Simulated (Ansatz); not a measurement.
**Two-dimensional SnS2, first-principles data**

SnS2:
```xyz
3
Lattice="3.6167 0.0000 0.0000 -1.8084 3.1322 0.0000 0.0000 0.0000 32.0000" Properties=species:S:1:pos:R:3 pbc="T T F"
S      1.8084     1.0441    17.4676
Sn     0.0000     0.0000    16.0000
S      0.0000     2.0881    14.5324
```
The layer is periodic in x and y and isolated along z.

Method: LDA in the plane-wave PAW code Ansatz. Lattice and atoms are relaxed at this level; other levels are named.

**Structure**

- In-plane lattice: a = 3.617 Å
- Distance between the outermost nuclei: 2.94 Å

**Electronic structure**

- Band gap = 1.46 eV (indirect)
- Valence-band maximum = on the Γ–M line, 27 % of the way from Γ
- Conduction-band minimum = at M
- Ionisation potential (Kohn–Sham) = 6.88 eV
- Electron affinity (Kohn–Sham) = 5.43 eV
- Electron effective mass, in the valley at M = 0.23 along x, 0.75 along y (mₑ)
- Hole effective mass, in the valley on the Γ–M line, 27 % of the way from Γ = 0.24 along x, 2.0 along y (mₑ)

Space group P-3m1 (1T). A layer that has been made, often on a substrate. Symmetry was held in the LDA relaxation; whether a distortion lowers the energy is not shown. Spin–orbit coupling is left out wherever it is not named.

Potentials: the earlier of the program's two PAW sets.
